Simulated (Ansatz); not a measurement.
## Energy against volume for TiN (rock salt)

TiN (rock salt), conventional cell a = b = c = 4.247 Å, α = β = γ = 90.00°. The calculation uses the primitive cell of 2 atoms, to which meshes and values per cell refer.

The volume is varied about the relaxed value V₀ at fixed cell shape. Symmetry pins the atoms to their sites.

The numbers are results of PBE (plane waves to 420 eV, PAW, scalar-relativistic; Ansatz, a first-principles code), not measurements. k mesh 19×19×19 (Γ-centred), Fermi-Dirac smearing 0.05 eV. The energy includes the smearing's −TS. Stress and pressure are positive under compression. TiN is run without spin polarisation. TiN was relaxed with its symmetry unable to fall. The zero of ΔE is the relaxed starting cell.

| a (Å) | ΔE (meV/atom) | P (GPa) |
|---|---|---|
| 4.0071 | 287 | 69.8 |
| 4.0491 | 189 | 53.7 |
| 4.0902 | 115 | 39.7 |
| 4.1305 | 61 | 27.6 |
| 4.1700 | 26 | 17.1 |
| 4.2088 | 6 | 7.9 |
| 4.2469 | 0 | 0.0 |
| 4.2843 | 6 | -6.9 |
| 4.3211 | 21 | -12.9 |
| 4.3573 | 46 | -18.1 |
| 4.3929 | 79 | -22.6 |
| 4.4278 | 118 | -26.5 |
| 4.4623 | 163 | -29.9 |

Derived quantities:

```
Property                                                 Result
-------------------------------------------------  ------------
Pressure at the smallest volume                        69.8 GPa
Energy cost of the largest compression             287 meV/atom
Energy cost of the largest expansion               163 meV/atom
Bulk modulus B₀ (third-order Birch-Murnaghan fit)       276 GPa
Pressure derivative B₀′ (fit)                               4.2
Equilibrium volume of the fit                      9.58 Å³/atom
Pressure for 5 % compression (fit)                     15.8 GPa
```

The 13 points together took about 50 core-seconds (a rough figure).

(Under strain, the slope of the energy per volume gives the stress and its curvature an elastic modulus.)
